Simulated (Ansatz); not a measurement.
Values for one crystal, relaxed and computed with r²SCAN (plane waves, PAW; program Ansatz); other levels are named.

* **Volume per atom**: 8.93 Å³
* **Band gap**: 0.30 eV (indirect)
* **Mechanical stability**: stable (all eigenvalues of C positive)
* **Debye temperature from the elastic constants**: 896 K
* **Hill bulk and shear moduli**: 272 and 196 GPa
* **Smallest direct gap on the standard path**: 0.68 eV
* **Bulk modulus (Birch–Murnaghan fit)**: 269 GPa

### Question
Which of these materials gives this?
(A) ZnGaNO, Pna2_1 (Zn on 4a, Ga on 4a, O on 4a, N on 4a)
(B) Si3N4, Fd-3m (Si on 16c, Si on 8b, N on 32e)
(C) GaN, wurtzite
(D) CrN, R-3m (Cr on 3a, N on 3b)

### Answer
D, CrN, R-3m (Cr on 3a, N on 3b)

A made-up cell: these elements were put on the sites of a structure type; the Crystallography Open Database copy checked does not list it. COD files the formula under space group No. 225, so this cell is another polymorph or a model. Its standing as an ambient phase is unchecked. Symmetry was held in the r²SCAN relaxation, as lowered by the spin order; its stability against distortions is not shown here. Magnetic state: antiferromagnetic, chosen from 3 collinear starts compared on coarse meshes (ties went to the first, and starts can fall back to one state), not a proven ground state. Other orbital occupations within this spin state were not tried. No Hubbard U is applied.

Potentials: the earlier of the program's two PAW sets.
